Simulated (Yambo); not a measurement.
```
KBH4
1.0
    4.66337     0.00000     0.00000
    0.00000     4.67774     0.00000
   -0.00767     0.00000     6.54862
H B K
8 2 2
Direct
  0.53483   0.75000   0.14212
  0.46517   0.25000   0.85788
  0.74955   0.96359   0.35808
  0.25045   0.03641   0.64192
  0.25045   0.46359   0.64192
  0.74955   0.53641   0.35808
  0.96397   0.75000   0.14223
  0.03603   0.25000   0.85777
  0.25049   0.25000   0.74996
  0.74951   0.75000   0.25004
  0.75019   0.75000   0.75012
  0.24981   0.25000   0.24988
```

KBH₄ (space group P2_1/m, No. 11, within 0.06 Å of P4_2/nmc): mean Im ε in 1 eV windows above the direct gap of 9.02 eV, for different electron-hole kernels (Yambo, broadening 0.15 eV, norm-conserving LDA (Quantum ESPRESSO, 76 Ry, no spin-orbit coupling) bands; 4×4×4 mesh, 8 valence and 16 conduction bands, static screening with 69 bands and a 3 Ry block, scissor 3.34 eV, Tamm-Dancoff; field along x).

```
window (eV)   independent quasiparticles  TDDFT, adiabatic LDA kernel  BSE
------------  --------------------------  ---------------------------  ---
9.0 to 10.0                          1.2                          1.0  1.5
10.0 to 11.0                         3.4                          3.0  2.6
11.0 to 12.0                         2.9                          2.5  2.3
12.0 to 13.0                         3.0                          2.1  0.9
13.0 to 14.0                         2.7                          3.0  0.7
```

This run doesn't resolve bound excitons or single peaks, so only averages are given, and they too depend on the mesh; weight that the attraction moves below the gap isn't listed. All transitions below 15.32 eV are in the band window. The scissor comes from a G0W0 run whose convergence isn't established.

Geometry of the Materials Project entry, not relaxed at this level.

The structure is a Materials Project entry; no match was found in the copy of COD used, and its stability was not checked.
